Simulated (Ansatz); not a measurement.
AgCl:
```xyz
2
Lattice="0.0000 2.7724 2.7724 2.7724 0.0000 2.7724 2.7724 2.7724 0.0000" Properties=species:S:1:pos:R:3 pbc="T T T"
Ag     2.7724     2.7724     2.7724
Cl     0.0000     0.0000     0.0000
```

Relaxed with r²SCAN.

Question: Map the valence electron density (e/Å³), cut off at 2 on the plane through (0.500, 0.500, 0.500) spanned by u = [1, 0, 0] and v = [0, 1, -1] in lattice vectors, from r²SCAN in the plane-wave PAW code Ansatz.

Answer: x is the fraction of u, y of v (the angle between them is 90°; rows are the nearest grid lines); atoms in the plane: Ag at (0.00, 0.00), Cl at (0.50, 0.50).
```
y \ x  0.000  0.100  0.200  0.250  0.350  0.450  0.550  0.650  0.750  0.800  0.900   1.00
-----  -----  -----  -----  -----  -----  -----  -----  -----  -----  -----  -----  -----
1.00    2.00   2.00   2.00  0.658  0.116  0.053  0.053  0.116  0.658   2.00   2.00   2.00
0.900   2.00   2.00   1.25  0.452  0.122  0.085  0.085  0.122  0.452   1.25   2.00   2.00
0.850   2.00   2.00  0.676  0.319  0.147  0.145  0.145  0.147  0.319  0.676   2.00   2.00
0.750  0.660  0.454  0.236  0.225  0.355  0.549  0.549  0.355  0.225  0.236  0.454  0.660
0.700  0.250  0.205  0.201  0.268  0.607   1.05   1.05  0.607  0.268  0.201  0.205  0.250
0.600  0.070  0.093  0.247  0.460   1.41   1.68   1.68   1.41  0.460  0.247  0.093  0.070
0.550  0.053  0.085  0.277  0.548   1.67  0.885  0.885   1.67  0.548  0.277  0.085  0.053
0.450  0.053  0.085  0.277  0.548   1.67  0.885  0.885   1.67  0.548  0.277  0.085  0.053
0.400  0.070  0.093  0.247  0.460   1.41   1.68   1.68   1.41  0.460  0.247  0.093  0.070
0.300  0.250  0.205  0.201  0.268  0.607   1.05   1.05  0.607  0.268  0.201  0.205  0.250
0.250  0.660  0.454  0.236  0.225  0.355  0.549  0.549  0.355  0.225  0.236  0.454  0.660
0.150   2.00   2.00  0.676  0.319  0.147  0.145  0.145  0.147  0.319  0.676   2.00   2.00
0.100   2.00   2.00   1.25  0.452  0.122  0.085  0.085  0.122  0.452   1.25   2.00   2.00
0.000   2.00   2.00   2.00  0.658  0.116  0.053  0.053  0.116  0.658   2.00   2.00   2.00
```

The density is the valence pseudo-density with augmentation charge, so density and ELF within about 1 Å of a nucleus are not all-electron values.

Space group Fm-3m (rock salt). The cell was relaxed with r²SCAN under the symmetry of its start; phonons on a q-mesh show no instability. The run is not spin-polarised.

Potentials: the later of the program's two PAW sets.
